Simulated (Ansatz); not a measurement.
## Ba: stationary points along a deformation path

Method: DFT PBEsol, scalar-relativistic, plane waves, PAW (Ansatz 0.2.0). Settings: plane waves to 420 eV, k-mesh 14×14×14 (Γ-centred), Gaussian smearing 0.15 eV. No spin polarisation. Energies are free energies at this smearing, counted from the undisturbed cell; pressure is positive in compression.

The undisturbed cell (as given, not relaxed at this level; it stands at -0.2 GPa; this form isn't the usual structure):

```
Ba
1.0
     3.99965    0.00000    0.00000
     0.00000    3.99965    0.00000
     0.00000    0.00000    3.60554
Ba
1
Direct
  0.50000 0.50000 0.50000
```

At fixed volume and fractional coordinates, lengths along (0.000, 0.000, 1.000) are scaled against those across it; ρ is that ratio over its starting value. V = 57.679 Å³/atom. Δσ is the stress along the axis less the mean stress across it (compression positive).

```csv
ρ,ΔE (meV/atom),Δσ (GPa),space group
0.850,266.6,10.01,P4/mmm
0.920,106.1,6.93,P4/mmm
0.960,43.8,5.26,P4/mmm
1.000,0.0,3.69,P4/mmm
1.100,-43.9,0.26,P4/mmm
1.200,-21.7,-2.34,P4/mmm
```

Q: How does the stress give the slope of the energy, and where is the energy stationary?

A: Along the path d ln(length) is 2/3 d ln ρ on the axis and −1/3 d ln ρ across it, so dE/d ln ρ = −(2/3) V Δσ: the energy falls with ρ where Δσ is positive. Δσ vanishes or changes sign between ρ = 1.100 and 1.200, a minimum (near 1.11 by linear interpolation). Pairs of stationary points between two samples would go unseen, and could change a minimum read from distant neighbours into a maximum.

Q: Integrate that slope from ρ = 1 to 0.850 by the trapezoid rule.

A: With V/N in Å³ and 1 eV/Å³ = 160.2 GPa the slopes at ρ = 1.000, 0.960, 0.920, 0.850 are -885, -1263, -1662, -2403 meV/atom per unit of ln ρ. The steps add 43.8 + 62.3 + 160.9 = 267.0 meV/atom, against 266.6 from the energies; the trapezoid rule misses the curvature of the slope within each step.

Q: Is the start the lowest point of the path?

A: No: ρ = 1.100 lies 43.9 meV/atom lower, with no sampled rise above the start on the way. Volume and inner coordinates are held, so a relaxed structure there would lie lower still.

In a metal these slopes depend on the k mesh and the smearing.